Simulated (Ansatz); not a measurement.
Cells of SnSe$_{2}$ relaxed with r2SCAN (plane waves to 500 eV, PAW, scalar-relativistic; Ansatz, a program for electronic structure), each with a space-group label. One label is wrong.

**A**, labelled P-3m1 (No. 164)
```yaml
crystal:
  lattice:
    - [3.84065, 0.00000, 0.00000]
    - [-1.92033, 3.32610, 0.00000]
    - [0.00000, 0.00000, 6.52843]
  atoms:
    - { symbol: Sn, position: [0.00000, 0.00000, 0.00000] }
    - { symbol: Se, position: [0.33333, 0.66667, 0.24109] }
    - { symbol: Se, position: [0.66667, 0.33333, 0.75891] }
```

**B**, labelled P4₂/mnm (No. 136)
```yaml
crystal:
  lattice:
    - [6.48169, 0.00000, 0.00000]
    - [0.00000, 6.48169, 0.00000]
    - [0.00000, 0.00000, 3.97260]
  atoms:
    - { symbol: Sn, position: [0.00000, 0.00000, 0.00000] }
    - { symbol: Sn, position: [0.50000, 0.50000, 0.50000] }
    - { symbol: Se, position: [0.30688, 0.30688, 0.00000] }
    - { symbol: Se, position: [0.80688, 0.19312, 0.50000] }
    - { symbol: Se, position: [0.19312, 0.80688, 0.50000] }
    - { symbol: Se, position: [0.69312, 0.69312, 0.00000] }
```

**C**, labelled I4₁/amd (No. 141)
```
CELL_PARAMETERS angstrom
      4.20211     0.00000     0.00000
     -0.36465     4.41348     0.00000
     -0.03980    -0.39005     5.18106
ATOMIC_POSITIONS crystal
  Sn 0.17526 0.90895 0.15511
  Se 0.73045 0.31720 0.06803
  Se 0.46135 0.01201 0.70712
```

Question: Which label is wrong, and what should it be (tolerance 0.01 Å)?

Answer: C: its symmetry is P1 (No. 1), aP3; a = 4.2021 Å, b = 4.4285 Å, c = 5.1959 Å, α = 94.25°, β = 90.44°, γ = 94.72°.

Each run could gain symmetry but not lose that of its start, so entries can be saddle points. From databases, or of a type measured for this composition: P-3m1, hP3, CdI2 type; the others are generated cells (placed on structure types, drawn at random, substituted or restacked) that were not matched to a known phase here.

No spin polarisation in the result.
